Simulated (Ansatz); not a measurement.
Values for one crystal, relaxed and computed with PBEsol (plane waves, PAW; program Ansatz); other levels are named.

* **Volume per atom**: 12.20 Å³
* **Band gap**: 4.32 eV (direct)
* **Gap with spin–orbit coupling**: 4.29 eV
* **HSE06 gap on the PBEsol cell**: 5.90 eV
* **Electron effective mass with spin–orbit coupling**: 0.21, 0.71, 0.71 mₑ (principal values)
* **Young's modulus**: 93.4 GPa
* **Formation energy from the elements (no fitted shifts)**: -1.71 eV/atom

Question: Pick the material that matches.
A) CrSBr, Pmmn (Cr on 2b, S on 2a, Br on 2a)
B) MgZnO2, P3m1 (Mg on 1b, Zn on 1c, O on 1b, O on 1c)
C) SnO2, rutile
D) Li3BrO, anti-perovskite

Answer: D, Li3BrO, anti-perovskite

Space group Pm-3m (anti-perovskite). The workflow started from a Materials Project entry (that database holds measured and hypothetical structures alike); the Crystallography Open Database files this formula in space group No. 221, but the cells were not matched. Whether it is the stable phase at ambient conditions was not checked. The cell was relaxed with PBEsol under the symmetry of its start; its stability against distortions is not shown here. The references are the lowest solids computed at this level, not always the standard phases (solids in place of the gases). Spin–orbit coupling is left out wherever it is not named.

Potentials: the later of the program's two PAW sets.
